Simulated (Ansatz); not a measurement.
This Ansatz input for antiAuCu3-structured Eu₃Si was spoiled on purpose:

```yaml
crystal:
  lattice:
    - [4.8379082843, 0.0, 0.0]
    - [0.0, 4.8379082843, 0.0]
    - [0.0, 0.0, 4.8379082843]
  atoms:
    - { symbol: Eu, position: [0.0, 0.5, 0.5], spin: 7.0 }
    - { symbol: Eu, position: [0.5, 0.5, 0.0], spin: 7.0 }
    - { symbol: Eu, position: [0.5, 0.0, 0.5], spin: 7.0 }
    - { symbol: Si, position: [0.0, 0.0, 0.0] }
basis:
  ecutwfc: 420
  ecutrho_ratio: 4
kpoints:
  mp_grid: { grid: [8, 8, 8] }
hamiltonian:
  xc: pbe
  hubbard: { sites: [{ species: Eu, l: f, u_eff: -5.0 }] }
scf:
  occupations: { method: gaussian, width: 0.05 }
  max_iter: 100
output:
  forces: true
  stress: true
magnetization:
  spin_polarized: true
```

Launched as:
```sh
ansatz run input.yaml --threads 2 --pin off --max-ram 2662MiB --backend cpu --events-out ev --progress --plain --runs-dir out
```

Task: What is wrong with it?

Result: A negative U, which rewards fractional, paired occupations and so kills the moment. Against the sound input: hamiltonian.hubbard: {"sites": [{"species": "Eu", "l": "f", "u_eff": -5.0}]} (the cap on iterations is only a precaution).

What the program printed:

```
SCF iter   1: F=—  HF=-26964.360533 eV  |F-HF|=—  |Δ(HF+E_count)|=         —  Δρ=7.73e-1 (↑7.27e-1 ↓7.73e-1)  dr2=2.34e0  dr2_m=5.84e2  M=-17.526 μB ∫|m|=19.573 μB
SCF iter   2: F=—  HF=-26950.560952 eV  |F-HF|=—  |Δ(HF+E_count)|=    1.38e1  Δρ=5.02e-1 (↑5.02e-1 ↓4.16e-1)  dr2=8.00e0  dr2_m=2.19e2  M=-15.323 μB ∫|m|=16.946 μB
SCF iter   3: F=—  HF=-26943.965279 eV  |F-HF|=—  |Δ(HF+E_count)|=    6.60e0  Δρ=3.48e-1 (↑3.48e-1 ↓3.48e-1)  dr2=1.93e-1  dr2_m=1.25e2  M=-16.855 μB ∫|m|=17.893 μB
SCF iter   4: F=—  HF=-26941.437134 eV  |F-HF|=—  |Δ(HF+E_count)|=    2.53e0  Δρ=1.89e-1 (↑1.89e-1 ↓1.60e-1)  dr2=1.18e0  dr2_m=3.17e1  M=-14.193 μB ∫|m|=15.167 μB
SCF iter   5: F=—  HF=-26940.359277 eV  |F-HF|=—  |Δ(HF+E_count)|=    1.08e0  Δρ=1.25e-1 (↑8.79e-2 ↓1.25e-1)  dr2=4.36e1  dr2_m=5.53e-1  M=-15.617 μB ∫|m|=15.790 μB
SCF iter   6: F=—  HF=-26941.462274 eV  |F-HF|=—  |Δ(HF+E_count)|=    1.10e0  Δρ=1.26e-1 (↑8.47e-2 ↓1.26e-1)  dr2=1.97e0  dr2_m=1.13e1  M=-9.766 μB ∫|m|=9.884 μB
Mixer restart at iter 6: flushing history
spin-set hold released at iteration 6 (site moments contracting): the magnetisation degrees of freedom join the quasi-Newton model from the next iteration; the mixer history was flushed
...
SCF 1, on 46 bands, converged in 60 iterations: F = -26941.482504 eV; the run's SCF on all bands comes behind
...
SCF iter  13: F=—  HF=-26941.482504 eV  |F-HF|=—  |Δ(HF+E_count)|=  6.77e-10  Δρ=5.29e-6 (↑4.86e-6 ↓5.29e-6)  dr2=3.67e-8  dr2_m=7.59e-10  M=0.000 μB ∫|m|=0.000 μB
SCF iter  14: F=-26941.482504 eV  HF=-26941.482504 eV  |F-HF|=2.73e-10  |Δ(HF+E_count)|=   2.60e-9  Δρ=8.68e-7 (↑5.73e-7 ↓8.68e-7)  dr2=1.61e-10  dr2_m=5.09e-10  M= 0.000 μB ∫|m|=0.000 μB
SCF iter  15: F=-26941.482504 eV  HF=-26941.482504 eV  |F-HF|=7.28e-12  |Δ(HF+E_count)|=  1.64e-10  Δρ=2.91e-7 (↑2.17e-7 ↓2.91e-7)  dr2=4.28e-11  dr2_m=6.22e-11  M= 0.000 μB ∫|m|=0.000 μB
SCF iter  16: F=-26941.482504 eV  HF=-26941.482504 eV  |F-HF|=3.27e-11  |Δ(HF+E_count)|=  3.64e-12  Δρ=2.64e-7 (↑1.91e-7 ↓2.64e-7)  dr2=4.01e-11  dr2_m=4.91e-11  M= 0.000 μB ∫|m|=0.000 μB
```

```
SCF 2 converged in 16 iterations: F = -26941.482504 eV  dr2 = 4.01e-11
SCF converged after 76 iterations (60 of them on 46 bands)
Magnetization: -0.0001 μB (27.5000 up, 27.5000 down)
Absolute magnetization: 0.0001 μB (∫|ρ↑−ρ↓|, with the PAW one-centre terms)
Per-site moments (μB) at R_I (Å): [(-0.00002, 1.41113), (-0.00002, 1.41113), (-0.00002, 1.41113), (0.00000, 1.41113)]
Free energy (F): -26941.482504 eV
E sigma→0 (E₀):  -26941.399023 eV
Entropy (-TS):   -0.166963 eV (-41.741 meV/atom)
Fermi energy:    11.495713 eV
--- Forces (eV/Å), atoms counted from 1 ---
  atom   1  Eu     0.00000000     0.00000000     0.00000000
  atom   2  Eu     0.00000000     0.00000000     0.00000000
  atom   3  Eu     0.00000000     0.00000000     0.00000000
  atom   4  Si     0.00000000     0.00000000     0.00000000
--- Stress (GPa, compression-positive) ---
       -8.744042       0.000000       0.000000
        0.000000      -8.744042       0.000000
        0.000000       0.000000      -8.744042
  P = ⅓ Tr σ = -8.7440 GPa (-87.440 kbar)
```

The run converged all the same; its pressure of -9 GPa shows the fault against the sound run's. Cost: 81 s on 2 threads of Arm Neoverse V2, on a shared host, peak memory 0.68 GiB. The run before the change (PBE, 420 eV, 8×8×8 mesh) gave:

```tsv
run	P (GPa)	gap on the mesh (eV)	cell moment (μB)	largest force component (eV/Å)
sound	0.0	metal	21.67	0.000
spoiled	-8.7	metal	0.00	0.000
```

The two runs also differ in their start: the sound one had the moments 7.69, 7.69, 7.69, 0.00 μB typed, and went on from the state of an earlier run.

The start was a prototype's sites filled with these elements, not a measured cell.

Of that run: Without a U the 4f levels of Eu lie too near the Fermi level, so their share of the states there, and what hangs on it, is overstated.
